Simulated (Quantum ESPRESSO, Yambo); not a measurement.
BaO (NiAs type, space group P6_3/mmc, No. 194) under isotropic strain (on all lattice vectors), counted from the cell relaxed with PBEsol, atoms relaxed at each step. PBEsol (pw.x of Quantum ESPRESSO, ONCV potentials, without SOC); G0W0 in Yambo (6×6×2 Γ-centred k mesh, 121 bands and a 7 Ry block in the screening, 121 bands in G with the Bruneval-Gonze terminator, plasmon pole fitted at 27.2 eV).

```
strain (%)  PBEsol gap (eV)      kind  G0W0 direct gap (eV)
----------  ---------------  --------  --------------------
-3                      [?]  indirect                   [?]
-1.5                   2.39  near tie             3.49 at M
-0.7                   2.42  near tie             3.52 at M
0                      2.45  near tie             3.54 at M
+1                     2.45  near tie             3.56 at M
+2                     2.44  indirect             3.58 at M
```

Estimate the withheld gaps from the other strains; the computed values follow.


- -3, PBEsol gap (eV): 2.32
- -3, G0W0 direct gap (eV): 3.42 at M

GW, BSE and RPA settings are held fixed; their convergence isn't established. «Near tie»: competing band extrema lie within 0.03 eV. Strains are linear.  Axes are Cartesian, with cell vectors (Å) (3.74, 0.00, 0.00), (-1.87, 3.24, 0.00), (0.00, 0.00, 6.53).

This is not the ordinary phase of the substance; no match was found in the copy of COD used, and its stability was not checked.
